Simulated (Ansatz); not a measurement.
Rb:
```xyz
1
Lattice="-2.8737 2.8737 2.8737 2.8737 -2.8737 2.8737 2.8737 2.8737 -2.8737" Properties=species:S:1:pos:R:3 pbc="T T T"
Rb     0.0000     0.0000     0.0000
```

Relaxed with r²SCAN. Special points in fractions of this cell's reciprocal vectors: Γ (0.000, 0.000, 0.000); H (0.500, -0.500, 0.500); N (0.000, 0.000, 0.500); P (0.250, 0.250, 0.250).

Q: List the band energies nearest the Fermi level at these points for plane-wave PAW r²SCAN (Ansatz code).

A: In eV from the Fermi level; about four levels below and three above (degenerate sets whole), none deeper than 8.9 eV; points with the same levels are listed once.

| k | below | above |
|---|---|---|
| Γ | -2.04 | 4.07 4.07 4.07 |
| H | – | 1.34 1.34 3.40 3.40 3.40 |
| N | – | 0.35 0.69 2.86 |
| P | – | 1.33 1.33 1.33 |

Space group Im-3m (bcc (W type)). The r²SCAN relaxation kept the symmetry of its start; phonons on a q-mesh show no instability. Spin–orbit coupling is left out wherever it is not named.

Potentials: the later of the program's two PAW sets.
